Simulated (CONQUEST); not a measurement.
Set-up for a self-consistent single point of SnO₂ (P4_2/mnm, 6 atoms in the cell; from Materials Project mp-856, changed as shown).

```yaml
crystal:
  lattice:
    - [4.76482, 0.00000, 0.00000]
    - [0.00000, 4.76482, 0.00000]
    - [0.00000, 0.00000, 3.27165]
  atoms:
    - { symbol: Sn, position: [0.50000, 0.50000, 0.50000] }
    - { symbol: Sn, position: [0.00000, 0.00000, 0.00000] }
    - { symbol: O, position: [0.19403, 0.80597, 0.50000] }
    - { symbol: O, position: [0.80597, 0.19403, 0.50000] }
    - { symbol: O, position: [0.69403, 0.69403, 0.00000] }
    - { symbol: O, position: [0.30597, 0.30597, 0.00000] }
```

Level of theory: PBE, numerical atomic orbitals double-zeta with polarisation (the shipped basis), PseudoDojo norm-conserving potentials made for PBE in CONQUEST 1.3.

CONQUEST settings:

* **basis**: DZP
* **Diag.MPMeshX, Y, Z**: 4 4 6
* **potentials**: PseudoDojo norm-conserving PBE
* **Grid.GridCutoff**: 175 Ha
* **DM.SolutionMethod**: diagon
* **Diag.SmearingType**: 1
* **Diag.kT**: 0.001837 Ha
* **Diag.GammaCentred**: true
* **Diag.MPOrder**: 0
* **minE.SCTolerance**: 1.0e-07
* **SC.MaxIters**: 100
* **SC.LinearMixingFactor**: 0.5
* **SC.KerkerPreCondition**: true
* **SC.KerkerFactor**: 0.1 1/bohr
* **AtomMove.TypeOfRun**: static

Results:

```
Item                                                      Value
------------------------------------------------  -------------
Number of valence electrons                                  52
Number of bands                                              88
Number of k-points after the program's reduction             74
Size of the basis                                            88
Number of SCF iterations                                      9
FFT grid                                           60 × 60 × 40
Free energy E − TS                                -6087.5730 eV
Top of the valence band (on the code's own zero)       -6.88 eV
Gap on the k-point mesh                                 0.51 eV
Pressure                                               7.88 GPa
Largest force (vector length)                        0.175 eV/Å
```

Forces (eV/Å):
```csv
atom,Fx,Fy,Fz
Sn1,0.000,0.000,0.000
Sn2,0.000,0.000,0.000
O3,-0.124,0.124,0.000
O4,0.124,-0.124,0.000
O5,-0.124,-0.124,0.000
O6,0.124,0.124,0.000
```

Stress (GPa, positive for compression):
```
8.09  0.00  0.00
0.00  8.09  0.00
0.00  0.00  7.47
```

Gaps are taken between levels on the mesh.

For comparison: a first run was changed to give this one (lattice vector c scaled by 1.02), and from it to this one the free energy goes down by 17.9 meV/atom, the pressure goes from 13.01 to 7.88 GPa and the gap on the mesh goes from 0.800 to 0.515 eV.

The program uses no crystal symmetry, so grid and mesh can part values that symmetry would make equal. The atom-centred basis is finite, which shifts total energies, pressures, gaps and forces against plane waves. The structure comes from a collection of computed structures, made at another level of theory; the collection holds predicted forms beside known ones.

Cost on one core: about 2.1 core-minutes (a rough figure).
